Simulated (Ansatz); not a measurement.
Relaxed-ion elastic tensor of ZnGeO$_{3}$ in space group R-3 (No. 148; Zn on 6c, Ge on 6c, O on 18f) in GPa (Voigt order), r²SCAN in the plane-wave PAW code Ansatz; density 6.26 g/cm³, 9.86 Å³ per atom.

|  | 1 | 2 | 3 | 4 | 5 | 6 |
|---|---|---|---|---|---|---|
| 1 | 381 | 169 | 104 | 20.4 | -4.0 | 0.0 |
| 2 | 169 | 381 | 104 | -20.4 | 4.0 | 0.0 |
| 3 | 104 | 104 | 282 | 0.0 | 0.0 | 0.0 |
| 4 | 20.4 | -20.4 | 0.0 | 30.5 | 0.0 | 4.0 |
| 5 | -4.0 | 4.0 | 0.0 | 0.0 | 30.5 | 20.4 |
| 6 | 0.0 | 0.0 | 0.0 | 4.0 | 20.4 | 106 |

Question: Is the crystal mechanically stable?

Answer: Yes: the smallest eigenvalue of C is 25.1 GPa.

Question: Work out the Voigt, Reuss and Hill averages.

Answer: K_V = 200, K_R = 191, K_H = 195; G_V = 78.0, G_R = 47.0, G_H = 62.5 GPa.

Question: Give Young's modulus, Poisson's ratio, Pugh's ratio and the universal anisotropy index.

Answer: E = 9KG/(3K + G) = 169 GPa; ν = 0.36; K/G = 3.13 (ductile by the Pugh limit of 1.75); A_U = 5G_V/G_R + K_V/K_R − 6 = 3.35.

Question: Estimate the sound speeds and the Debye temperature.

Answer: v_l = √((K + 4G/3)/ρ) = 6670 m/s, v_t = √(G/ρ) = 3160 m/s, mean 3550 m/s; Θ = (h/k)(3n/4πV)^(1/3) v_m = 493 K.

Question: How much does each axis shrink under pressure?

Answer: Linear compressibilities β_i = Σ_j S_ij (j = 1 to 3): x 1.3, y 1.3, z 2.6 per TPa.

The first step of the workflow began from a Materials Project structure, measured or hypothetical; the Crystallography Open Database copy checked does not list it. Whether it is the stable phase at ambient conditions was not checked. The cell was relaxed with r²SCAN under the symmetry of its start; its stability against distortions is not shown here.

Potentials: the later of the program's two PAW sets.
